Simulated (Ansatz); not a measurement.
Starting structure of a cell relaxation (symmetry kept):

Space group P6_3/mcm (No. 193). a = 7.473 Å, b = 7.473 Å, c = 5.419 Å, α = 90.00°, β = 90.00°, γ = 120.00°
```json
{"atom": "Ta", "site": "6g", "symmetry": "m2m", "x": "0.0000", "y": "0.7649", "z": "0.2500"}
{"atom": "Ta", "site": "4d", "symmetry": "3.2", "x": "0.6667", "y": "0.3333", "z": "0.0000"}
{"atom": "Si", "site": "6g", "symmetry": "m2m", "x": "0.0000", "y": "0.4047", "z": "0.2500"}
{"atom": "N", "site": "2b", "symmetry": "-3.m", "x": "0.0000", "y": "0.0000", "z": "0.0000"}
```

All numbers below come from Ansatz, DFT PBEsol, scalar-relativistic, plane waves, PAW.

Cutoff 420 eV; k points 6×6×8 on the computed 18-atom cell (Γ-centred); Gaussian smearing, width 0.10 eV; no spin polarisation.

What does it relax to?

The volume goes down by 0.40 Å³/atom to 14.16 Å³/atom, and the energy falls by 8.8 meV/atom. Final structure:
Space group P6_3/mcm (No. 193). a = 7.416 Å, b = 7.416 Å, c = 5.349 Å, α = 90.00°, β = 90.00°, γ = 120.00°
```csv
atom,site,symmetry,x,y,z
Ta,6g,m2m,0.0000,0.7654,0.2500
Ta,4d,3.2,0.6667,0.3333,0.0000
Si,6g,m2m,0.0000,0.4055,0.2500
N,2b,-3.m,0.0000,0.0000,0.0000
```

Course of the relaxation (steps run on the plane waves of an earlier cell, and the basis is chosen afresh near the end, so energy and pressure can step there; trial steps that raised the energy were taken back; energies are free energies):

```json
{"step": "1", "E − E_final (meV/atom)": "8.8", "largest force component (eV/Å)": "0.263", "P (GPa)": "-6.59", "V (Å³/atom)": "14.56"}
{"step": "2", "E − E_final (meV/atom)": "18.0", "largest force component (eV/Å)": "0.297", "P (GPa)": "10.07", "V (Å³/atom)": "13.60"}
{"step": "3", "E − E_final (meV/atom)": "-0.2", "largest force component (eV/Å)": "0.009", "P (GPa)": "-0.40", "V (Å³/atom)": "14.18"}
{"step": "4", "E − E_final (meV/atom)": "-0.3", "largest force component (eV/Å)": "0.005", "P (GPa)": "0.03", "V (Å³/atom)": "14.15"}
{"step": "5", "E − E_final (meV/atom)": "-0.3", "largest force component (eV/Å)": "0.002", "P (GPa)": "0.01", "V (Å³/atom)": "14.16"}
{"step": "6", "E − E_final (meV/atom)": "0.0", "largest force component (eV/Å)": "0.002", "P (GPa)": "-0.02", "V (Å³/atom)": "14.16"}
```

Spin–orbit coupling is left out, which can shift energies with elements as heavy as these.

Cost: 1 run of about 4.7 core-minutes, on Oxide Virtual Turin-like Processor (Zen 5) (shared hosts).